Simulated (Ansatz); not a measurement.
Relaxation of a relaxed Pt cell displaced along its unstable phonon at q = (½, ½, 0) of its primitive reciprocal cell (27i cm⁻¹), largest move 0.15 Å; 4 atoms in the cell, which starts as P4₁2₁2 (No. 92), tP4; a = 4.0836 Å, b = 4.0836 Å, c = 5.7750 Å, α = 90.00°, β = 90.00°, γ = 90.00°. All values below come from PBE (plane waves to 420 eV, PAW, scalar-relativistic; Ansatz, an electronic-structure program). Γ-centred k-mesh 10×10×10 on the run's cell (coarser than for final values), Fermi–Dirac smearing 0.05 eV. This is the first round of the run. 

The optimiser's lines from the output (shortened; P is positive under compression):

```
relax step   1: F+E_penalty+E_count = -50094.61003048 eV  Δ(F+E_penalty+E_count) = +0.000e0 eV  max|allowed force component| = 9.168e-2 eV/Å  Δτ_max = 0.0000 Å  P = -1.028 GPa  Ω = 96.302 Å³  (8 SCF iters, dr2 threshold 1.00e-7 eV, accepted)
relax step   2: F+E_penalty+E_count = -50094.63890171 eV  Δ(F+E_penalty+E_count) = -2.887e-2 eV  max|allowed force component| = 1.856e-1 eV/Å  Δτ_max = 0.0482 Å  P = +0.714 GPa  Ω = 94.233 Å³  (6 SCF iters, dr2 threshold 4.00e-7 eV, accepted)
relax step   3: F+E_penalty+E_count = -50094.87263119 eV  Δ(F+E_penalty+E_count) = -2.337e-1 eV  max|allowed force component| = 7.022e-1 eV/Å  Δτ_max = 0.1954 Å  P = +3.908 GPa  Ω = 87.918 Å³  (7 SCF iters, dr2 threshold 4.00e-7 eV, accepted)
relax step   4: F+E_penalty+E_count = -50095.45763243 eV  Δ(F+E_penalty+E_count) = -5.850e-1 eV  max|allowed force component| = 1.062e0 eV/Å  Δτ_max = 0.1950 Å  P = +2.176 GPa  Ω = 82.852 Å³  (6 SCF iters, dr2 threshold 4.00e-7 eV, accepted)
relax step   5: F+E_penalty+E_count = -50096.09112696 eV  Δ(F+E_penalty+E_count) = -6.335e-1 eV  max|allowed force component| = 5.587e-1 eV/Å  Δτ_max = 0.1970 Å  P = -11.303 GPa  Ω = 84.116 Å³  (6 SCF iters, dr2 threshold 4.00e-7 eV, accepted)
relax step   6: F+E_penalty+E_count = -50097.04665654 eV  Δ(F+E_penalty+E_count) = -9.555e-1 eV  max|allowed force component| = 4.680e-1 eV/Å  Δτ_max = 0.1953 Å  P = -10.485 GPa  Ω = 77.006 Å³  (7 SCF iters, dr2 threshold 4.00e-7 eV, accepted)
relax step   7: F+E_penalty+E_count = -50097.60649138 eV  Δ(F+E_penalty+E_count) = -5.598e-1 eV  max|allowed force component| = 1.671e-1 eV/Å  Δτ_max = 0.1953 Å  P = +3.418 GPa  Ω = 67.925 Å³  (6 SCF iters, dr2 threshold 4.00e-7 eV, accepted)
relax step   8: F+E_penalty+E_count = -50098.46579690 eV  Δ(F+E_penalty+E_count) = -8.593e-1 eV  max|allowed force component| = 4.711e-1 eV/Å  Δτ_max = 0.1417 Å  P = +6.834 GPa  Ω = 63.195 Å³  (6 SCF iters, dr2 threshold 4.00e-7 eV, accepted)
relax step   9: F+E_penalty+E_count = -50098.77023023 eV  Δ(F+E_penalty+E_count) = -3.044e-1 eV  max|allowed force component| = 2.011e-1 eV/Å  Δτ_max = 0.1558 Å  P = +8.679 GPa  Ω = 61.199 Å³  (6 SCF iters, dr2 threshold 4.00e-7 eV, accepted)
relax step  10: F+E_penalty+E_count = -50098.83483238 eV  Δ(F+E_penalty+E_count) = -6.460e-2 eV  max|allowed force component| = 2.554e-3 eV/Å  Δτ_max = 0.0295 Å  P = -1.209 GPa  Ω = 63.589 Å³  (6 SCF iters, dr2 threshold 4.00e-7 eV, accepted)
relax step  11: F+E_penalty+E_count = -50098.83635295 eV  Δ(F+E_penalty+E_count) = -1.521e-3 eV  max|allowed force component| = 3.813e-4 eV/Å  Δτ_max = 0.0006 Å  P = +0.018 GPa  Ω = 63.281 Å³  (6 SCF iters, dr2 threshold 4.00e-7 eV, accepted)
relax step  12: F+E_penalty+E_count = -50098.83635119 eV  Δ(F+E_penalty+E_count) = +1.753e-6 eV  max|allowed force component| = 1.177e-5 eV/Å  Δτ_max = 0.0001 Å  P = +0.000 GPa  Ω = 63.285 Å³  (7 SCF iters, dr2 threshold 2.46e-9 eV, accepted)
relax step  13: F+E_penalty+E_count = -50098.82865230 eV  Δ(F+E_penalty+E_count) = +7.699e-3 eV  max|allowed force component| = 1.177e-5 eV/Å  Δτ_max = 0.0000 Å  P = -0.036 GPa  Ω = 63.285 Å³  stress off target by 5.02e-2 GPa  SCF on the basis re-selected at this cell (its energy is not comparable with the rows above)  (6 SCF iters)
relax step  14: F+E_penalty+E_count = -50098.82865925 eV  Δ(F+E_penalty+E_count) = -6.950e-6 eV  max|allowed force component| = 3.520e-5 eV/Å  Δτ_max = 0.0000 Å  P = +0.000 GPa  Ω = 63.274 Å³  (7 SCF iters, dr2 threshold 6.31e-9 eV, accepted)
relax step  15: F+E_penalty+E_count = -50098.82865465 eV  Δ(F+E_penalty+E_count) = +4.603e-6 eV  max|allowed force component| = 3.521e-5 eV/Å  Δτ_max = 0.0000 Å  P = +0.001 GPa  Ω = 63.274 Å³  stress off target by 8.11e-4 GPa  SCF on the basis re-selected at this cell (its energy is not comparable with the rows above)  (7 SCF iters)
```

From the first to the last row the energy changes by -1.05 eV/atom and the volume by -34.3 %. The last row is marked as not comparable with the walk above it, whose basis was carried along; it does compare with step 1, since both stand on a basis selected at the nominal cutoff for their own cell.

Later rounds, restarted from the end of this one on a renewed k-mesh, logged 9 more steps and released under 0.01 eV/atom more. The final structure after all rounds: I4/mmm (No. 139), tI2, AFLOW prototype A_tI2_139_a (A_a); a = 3.399 Å, b = 3.399 Å, c = 2.738 Å, α = 90.00°, β = 90.00°, γ = 90.00°. Between re-selections the logged energies stand on a plane-wave basis carried along with the cell. No spin polarisation in the result.

The run could not lose the symmetry of its start, so the end can be a saddle point.

The relaxed structure here is a generated cell of Pt: the first start was made by placing the elements on the sites of a structure type, and the end was not matched to a known phase here, so it may be hypothetical. Known forms of Pt include space group No. 225.
